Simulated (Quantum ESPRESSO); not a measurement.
```cif
data_Ag2Cl2
_chemical_formula_sum 'Cl2 Ag2'
_space_group_name_H-M_alt 'P 1'
_space_group_IT_number 1
_cell_length_a 5.61427
_cell_length_b 5.61427
_cell_length_c 3.77420
_cell_angle_alpha 90.000
_cell_angle_beta 90.000
_cell_angle_gamma 141.943
loop_
_space_group_symop_operation_xyz
  'x, y, z'
loop_
_atom_site_label
_atom_site_type_symbol
_atom_site_fract_x
_atom_site_fract_y
_atom_site_fract_z
_atom_site_occupancy
Cl1 Cl 0.86341 0.13659 0.25000 1
Cl2 Cl 0.13659 0.86341 0.75000 1
Ag1 Ag 0.39968 0.60032 0.75000 1
Ag2 Ag 0.60032 0.39968 0.25000 1
```

Cell and atoms were relaxed with LDA from Materials Project entry mp-570858, within its symmetry.

Question: What does norm-conserving LDA (Quantum ESPRESSO, 86 Ry, without SOC) give for the electronic structure near the Fermi level?

Answer: The LDA gap is indirect, 0.28 eV, from 89 % of the way from Γ to X to Γ; the smallest direct gap is 1.84 eV. Spin-orbit splittings are left out.

This is not the ordinary phase of the substance; no match was found in the copy of COD used, and its stability was not checked.

Letters of k points follow the standard setting of the lattice, whose axes may be ordered differently from the printed cell.
